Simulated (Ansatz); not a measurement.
## TaV$_{2}$ (Fd-3m): electronic heat capacity and spin susceptibility from the density of states

The calculation used DFT PBEsol, scalar-relativistic, plane waves, PAW in Ansatz.

Settings: cutoff 420 eV, Γ-centred mesh 10×10×10 on the computed 6-atom cell, Gaussian smearing of 0.10 eV; no spin polarisation.

Relaxed cell: Fd-3m, a = 7.050 Å, b = 7.050 Å, c = 7.050 Å, α = 90.00°, β = 90.00°, γ = 90.00°, 6 atoms in the primitive cell. Whether it is the stable form of this composition wasn't checked.

The density of states at the Fermi level is 11.951 states/eV in the cell of 6 atoms (2 formula units; both spins, tetrahedra on a 15×15×15 mesh). Averaged over bins of 0.1 eV the density runs from 1.3 to 14.2 states/eV within 0.2 eV of the Fermi level, so the figure hangs on the exact place of that level.

Question: What Sommerfeld coefficient and Pauli susceptibility does this give?

Answer: Per formula unit N(E_F) = 5.976 states/eV. γ = (π²/3) k_B² N(E_F) N_A = 2.357 mJ/(mol K²) per state/eV, so γ = 14.1 mJ/(mol K²), a mole of formula units. χ_P = μ_B² N(E_F) N_A = 3.23×10⁻⁵ emu/mol per state/eV gives 19.3×10⁻⁵ emu/mol. This is the bare band result: a measured γ of the same phase is as a rule larger by a factor 1 + λ from phonons and spin fluctuations, the spin part of χ is larger by the Stoner factor, and a measured χ also holds orbital and core terms. N(E_F) at one energy is sensitive to the mesh where the density of states has sharp peaks.

Spin-orbit coupling is left out, which matters for the bands of heavy elements.

A ferromagnetic start lost its moments in a first run, so spin was left out; other magnetic orders weren't tried.

Cost: 1 run of about 1.3 core-minutes, on Arm Neoverse V2 (shared hosts).